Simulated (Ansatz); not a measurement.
Input:

Zr₅Ge₄:
```yaml
crystal:
  lattice:
    - [7.25642, 0.00000, 0.00000]
    - [0.00000, 7.25642, 0.00000]
    - [0.00000, 0.00000, 13.20608]
  atoms:
    - { symbol: Zr, position: [0.82860, 0.17140, 0.75000] }
    - { symbol: Zr, position: [0.32860, 0.32860, 0.00000] }
    - { symbol: Zr, position: [0.17140, 0.82860, 0.25000] }
    - { symbol: Zr, position: [0.67140, 0.67140, 0.50000] }
    - { symbol: Zr, position: [0.99925, 0.34477, 0.53087] }
    - { symbol: Zr, position: [0.15523, 0.49925, 0.78087] }
    - { symbol: Zr, position: [0.00075, 0.65523, 0.03087] }
    - { symbol: Zr, position: [0.84477, 0.50075, 0.28087] }
    - { symbol: Zr, position: [0.49925, 0.15523, 0.21913] }
    - { symbol: Zr, position: [0.65523, 0.00075, 0.96913] }
    - { symbol: Zr, position: [0.50075, 0.84477, 0.71913] }
    - { symbol: Zr, position: [0.34477, 0.99925, 0.46913] }
    - { symbol: Zr, position: [0.50181, 0.34627, 0.62314] }
    - { symbol: Zr, position: [0.15373, 0.00181, 0.87314] }
    - { symbol: Zr, position: [0.49819, 0.65373, 0.12314] }
    - { symbol: Zr, position: [0.84627, 0.99819, 0.37314] }
    - { symbol: Zr, position: [0.00181, 0.15373, 0.12686] }
    - { symbol: Zr, position: [0.65373, 0.49819, 0.87686] }
    - { symbol: Zr, position: [0.99819, 0.84627, 0.62686] }
    - { symbol: Zr, position: [0.34627, 0.50181, 0.37686] }
    - { symbol: Ge, position: [0.64094, 0.29905, 0.42193] }
    - { symbol: Ge, position: [0.20095, 0.14094, 0.67193] }
    - { symbol: Ge, position: [0.35906, 0.70095, 0.92193] }
    - { symbol: Ge, position: [0.79905, 0.85906, 0.17193] }
    - { symbol: Ge, position: [0.14094, 0.20095, 0.32807] }
    - { symbol: Ge, position: [0.70095, 0.35906, 0.07807] }
    - { symbol: Ge, position: [0.85906, 0.79905, 0.82807] }
    - { symbol: Ge, position: [0.29905, 0.64094, 0.57807] }
    - { symbol: Ge, position: [0.69750, 0.03921, 0.56622] }
    - { symbol: Ge, position: [0.46079, 0.19750, 0.81622] }
    - { symbol: Ge, position: [0.30250, 0.96079, 0.06622] }
    - { symbol: Ge, position: [0.53921, 0.80250, 0.31622] }
    - { symbol: Ge, position: [0.19750, 0.46079, 0.18378] }
    - { symbol: Ge, position: [0.96079, 0.30250, 0.93378] }
    - { symbol: Ge, position: [0.80250, 0.53921, 0.68378] }
    - { symbol: Ge, position: [0.03921, 0.69750, 0.43378] }
```

This is the r²SCAN-relaxed structure.

Problem. All from DFT-r²SCAN in the program Ansatz with PAW potentials, unless another level is named. Give the electronic character.

Solution. metallic (no gap).

Problem. Next, the density of states at the Fermi level?

Solution. 0.60 states/eV per atom (mean over ±0.08 eV).

Problem. What about the formation energy from the elements (no fitted shifts)?

Solution. -0.93 eV/atom.

Space group P4_12_12. The first step of the workflow began from a Materials Project structure, measured or hypothetical; the Crystallography Open Database copy checked does not list it. Its standing as an ambient phase is unchecked. The r²SCAN relaxation kept the symmetry of its start; whether a distortion lowers the energy is not shown. No spin polarisation was allowed. The references are the lowest solids computed at this level, not always the standard phases. Scalar-relativistic: spin–orbit coupling is off unless named, which matters more the heavier the elements.

Potentials: the later of the program's two PAW sets.
